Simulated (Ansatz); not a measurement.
P in space group I4_132 (No. 214; P on 8a) under volume change, PBEsol (plane waves, PAW; program Ansatz), scaled uniformly.

```tsv
V (Å³/atom)	E − E(relaxed) (meV/atom)	P (GPa)
24.874	38.6	5.79
25.694	15.6	3.33
26.514	3.6	1.46
27.334	0.0	0.00
28.154	3.0	-1.13
28.974	11.1	-1.99
29.794	22.9	-2.58
```

Q: What does a third-order Birch–Murnaghan fit give for V₀, B₀ and B′?

A: V₀ = 27.32 Å³/atom, B₀ = 42.7 GPa, B′ = 8.0.

The start of the workflow was typed in or built on a structure type; neither database checked (COD, Materials Project) lists it. It is not the phase usual at ambient conditions (space group No. 64). The cell was relaxed with PBEsol under the symmetry of its start. At this level the phase is dynamically unstable (imaginary phonons). The volume moved by 30 % from the start of the relaxation.

Potentials: the later of the program's two PAW sets.
